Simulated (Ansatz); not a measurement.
Cu (Fm-3m); total moment held at 0.6 μB.

```
Cu
1.0
     0.00000    1.80750    1.80750
     1.80750    0.00000    1.80750
     1.80750    1.80750    0.00000
Cu
1
Cartesian
  0.0000 0.0000 0.0000
```

The source of the geometry is a structure as deposited in COD; atoms and cell stay fixed.

Functional, mesh and filling: LDA, 16×16×16 k mesh, Fermi–Dirac smearing of 0.05 eV. PAW means Ansatz 0.2.0 on its default frozen-core files. Site moments are integrated in spheres about the atoms. Start moments (μB): Cu 0.6.

Iteration by iteration:

| iteration | Harris–Foulkes energy less the last (meV) | density residual (eV) | M (μB) | ∫|m| (μB) |
| --- | --- | --- | --- | --- |
| 1 | -1374.591 | 7.2e+00 | 0.6000 | 0.6000 |
| 2 | -299.084 | 4.5e-01 | 0.6000 | 0.6000 |
| 3 | -27.975 | 7.2e-02 | 0.6000 | 0.6000 |
| 4 | 1.800 | 6.5e-04 | 0.6000 | 0.6000 |
| 5 | -1.808 | 8.6e-03 | 0.6000 | 0.6000 |
| 6 | -0.020 | 8.1e-05 | 0.6000 | 0.6000 |
| 7 | 0.000 | 2.4e-07 | 0.6000 | 0.6000 |
| 8 | 0.000 | 9.8e-11 | 0.6000 | 0.6000 |

Site moments (μB): Cu 0.46. Cell moment 0.60 μB.

The PAW files were made with PBE; the program remakes their cores once for the run's functional and then keeps them frozen. The Ansatz runs typed with the search for lower states off end where their start leads. The magnetic state is the one that this cell and start allow. It needn't be the compound's measured order, which may need a larger cell or be absent.
